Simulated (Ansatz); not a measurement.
ZnS (wurtzite)

```
ZnS
1.0
    3.84511     0.00000     0.00000
   -1.92255     3.32996     0.00000
    0.00000     0.00000     6.30566
Zn S
2 2
Cartesian
  1.92255   1.10999   6.30474
  0.00000   2.21997   3.15191
  1.92255   1.10999   3.94322
  0.00000   2.21997   0.79039
```

The slice is a (1 -1 0 0) plane (indices of the conventional cell) through the point (0.333, 0.667, 0.500) (fractional), spanned by u = [110] and v = [001] in vectors of this cell: u (3.85 Å) and v (6.31 Å, at 90° to u). It covers one period; positions are fractions (u, v).

Level of theory: PBE (plane waves to 420 eV, PAW, scalar-relativistic; Ansatz, a quantum-chemistry and plane-wave program). k mesh 10×10×5. Near the nuclei the fields are pseudised (PAW); where an atom keeps semicore shells as valence, they peak there. ZnS was relaxed with its symmetry unable to fall.

What is the ELF at the density minimum of the shortest Zn–S line in this plane (2.36 Å)?

0.3.

The ELF has a maximum in the middle third of the Zn–S line. Where, and how high?

0.90, 1.5 Å from Zn.

What is the valence density on the shortest Zn–S line in this plane (2.36 Å), at its minimum between the atoms?

0.46 e/Å³.

Sketch the electrostatic potential energy of an electron, from the cell's mean on this plane as a map.


```
|xxxxxxxxxx3366888888886633xxxxxxxx|
|xxxxxxxx00447788999988774400xxxxxx|
|xxxxxxxx33668899999999886633xxxxxx|
|xxxx0033557788999999998877553300xx|
|1122335577889999999999998877553322|
|0000225577889999999999998877552200|
|xxxxxx115588999999999999885511xxxx|
|xxxxxxxx22668899999999886622xxxxxx|
|xxxxxxxxxx5577888888887755xxxxxxxx|
|xxxxxxxxxx4477777777777744xxxxxxxx|
|xxxxxxxxxx3366666666666633xxxxxxxx|
|xxxxxxxxxx4455554444555544xxxxxxxx|
|xxxxxxxx11555544333344555511xxxxxx|
|xxxxxx114455553333333355554411xxxx|
|0011335566665544333344556666553311|
|6666778888776655444455667788887766|
|8899999988887766555566778888999999|
|9999999999888877777777888899999999|
|9999999999999988888888999999999999|
|9999999999999988888888999999999999|
|8888889999998888888888889999998888|
|6666778888888877666677888888887766|
|3333446677777755555555777777664433|
|xxxx0033556666554444556666553300xx|
|xxxxxxxx33555544444444555533xxxxxx|
|xxxxxxxx00445555555555554400xxxxxx|
|xxxxxxxxxx3355666666665533xxxxxxxx|
|xxxxxxxxxx3366777777776633xxxxxxxx|
```
Scale: ten equal steps from -1.00 (start of '0') to 7.02 (end of '9'), in the order '0123456789'. Values: electrostatic potential energy of an electron, from the cell's mean, in eV. The map has 17 points along u (two characters each, u = 0 at the left) and 28 along v (v = 0 in the bottom row). Points within 1 Å of a nucleus are blanked (x), as the pseudised field means little there. Values under -1 eV are set to -1. The zero, the cell's mean, hangs on the PAW cores.
